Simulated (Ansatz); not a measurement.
Ir₃W in space group P6_3/mmc (No. 194; W on 2c, Ir on 6h), r²SCAN in the plane-wave PAW code Ansatz, all energies at zero smearing, with the estimated change up to a 700 eV cutoff added, with one set of potentials and settings (totals compare only within such a set). Cell of 8 atoms (2 W, 6 Ir): -92489.903 eV.

```tsv
element	reference phase	E (eV/atom)
W	Im-3m, 1 atoms in the cell	-10397.2967
Ir	Fm-3m, 1 atoms in the cell	-11948.7272
```

Formation energy per atom, worked out: (-92489.903 − 2×(-10397.2967) − 6×(-11948.7272))/8 = -0.368 eV/atom (-36 kJ per mol of atoms), at 0 K, without zero-point energy or fitted corrections.

The workflow started from an entry of the Crystallography Open Database (COD). Its standing as an ambient phase is unchecked. The cell was relaxed with r²SCAN under the symmetry of its start; its stability against distortions is not shown here. No spin polarisation was allowed. The volume moved by 44 % from the start of the relaxation. The references are the lowest solids computed at this level, not always the standard phases. Scalar-relativistic: spin–orbit coupling is off unless named, which matters more the heavier the elements.

Potentials: the later of the program's two PAW sets.
